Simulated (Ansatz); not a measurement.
HfO2 (fluorite)

```xyz
6
Lattice="0.0000 5.0438 5.0438 2.5219 0.0000 2.5219 2.5219 2.5219 0.0000" Properties=species:S:1:pos:R:3 pbc="T T T"
Hf     0.0000     0.0000     0.0000
Hf     0.0000     2.5219     2.5219
O      1.2610     1.2610     1.2610
O      1.2610     3.7829     3.7829
O      3.7829     3.7829     3.7829
O      3.7829     6.3048     6.3048
```

In each cell atom 4 (O, nearest neighbour Hf at 2.184 Å; its periodic images, 3.6 Å or more away, move with it) moves by s·(0.577, 0.577, 0.577) (along Cartesian [111]), the rest being held.

Method: PBEsol (plane waves to 420 eV, PAW, scalar-relativistic; Ansatz, a program for electronic structure). k mesh 9×9×9 (Γ-centred), Fermi-Dirac smearing 0.05 eV. The energy includes the smearing's −TS. HfO2 is run without spin polarisation. HfO2 was relaxed with its symmetry unable to fall. Spin-orbit coupling is left out, though Hf is heavy. This is a high-temperature form of HfO2. The zero of ΔE is the undisplaced structure.

The scan covers s from -0.220 to 0.220 Å in 11 points.

### Question
Is the energy the same for displacements of ±0.220 Å, and if not, which side lies higher?

### Answer
Not even: the negative side lies higher at ±0.220 Å. With its periodic images moving along, the atom's site symmetry in this cell is 3m.

### Question
What is the energy change at s = 0.220 Å?

### Answer
243 meV/cell.

### Question
What force acts on the atom along the line at s = -0.220 Å?

### Answer
3.76 eV/Å.

### Question
What is the force constant k = d²E/ds² of this move at s = 0?

### Answer
12.2 eV/Å².

(A displaced cell: forces are minus the slopes of the energy, force constants its curvatures, and phonons follow from these.)
